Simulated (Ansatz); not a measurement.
The start is a generated cell, Ti placed in the AFLOW prototype A_tP12_96_ab (as in Si). Cell shape, volume and atoms are optimised at zero target pressure with PBE (plane waves to 420 eV, PAW, scalar-relativistic; Ansatz, a program for electronic structure). The first steps use a coarse 5×5×4 k-mesh.

Starting cell:
```yaml
crystal:
  lattice:
    - [5.51920, 0.00000, 0.00000]
    - [0.00000, 5.51920, 0.00000]
    - [0.00000, 0.00000, 6.95419]
  atoms:
    - { symbol: Ti, position: [0.08490, 0.08490, 0.00000] }
    - { symbol: Ti, position: [0.58490, 0.41510, 0.25000] }
    - { symbol: Ti, position: [0.41510, 0.58490, 0.75000] }
    - { symbol: Ti, position: [0.91510, 0.91510, 0.50000] }
    - { symbol: Ti, position: [0.17520, 0.37920, 0.27420] }
    - { symbol: Ti, position: [0.67520, 0.12080, 0.97580] }
    - { symbol: Ti, position: [0.32480, 0.87920, 0.47580] }
    - { symbol: Ti, position: [0.82480, 0.62080, 0.77420] }
    - { symbol: Ti, position: [0.62080, 0.82480, 0.22580] }
    - { symbol: Ti, position: [0.12080, 0.67520, 0.02420] }
    - { symbol: Ti, position: [0.87920, 0.32480, 0.52420] }
    - { symbol: Ti, position: [0.37920, 0.17520, 0.72580] }
```

How much energy is released per atom?

0.97 eV/atom.

How does the volume change?

+1.0 %, from 17.65 to 17.84 Å³/atom.

How do the shortest distances between atoms change?

The closest pairs of elements (up to four, under 3.6 Å), start → end: Ti–Ti 2.28 → 2.69 Å.

Is the relaxed structure metallic? Give its gap.

No gap (metallic).

What does it relax into? Give the structure.


```cif
data_Ti12
_chemical_formula_sum 'Ti12'
_space_group_name_H-M_alt 'P43212'
_space_group_IT_number 96
_space_group_name_Hall 'P 4nw 2abw'
_cell_length_a 5.15018
_cell_length_b 5.15018
_cell_length_c 8.06939
_cell_angle_alpha 90.000
_cell_angle_beta 90.000
_cell_angle_gamma 90.000
loop_
_atom_site_label
_atom_site_type_symbol
_atom_site_symmetry_multiplicity
_atom_site_Wyckoff_symbol
_atom_site_fract_x
_atom_site_fract_y
_atom_site_fract_z
_atom_site_occupancy
Ti1 Ti 4 a 0.14013 0.14013 0.00000 1
Ti2 Ti 8 b 0.14160 0.24852 0.34039 1
```

The space group stays P4₃2₁2 (No. 96) (the run could not lower it), with 12 atoms in the primitive cell. Final values are on a 7×7×5 k-mesh of the relaxed cell. The start holds a very short contact (Ti–Ti 2.28 Å). No spin polarisation in the result.

The run could not lose the symmetry of its start, so the end can be a saddle point.

The relaxed structure here is a generated cell of Ti: the first start was made by placing the elements on the sites of a structure type, and the end was not matched to a known phase here, so it may be hypothetical. Known forms of Ti include space group No. 194.
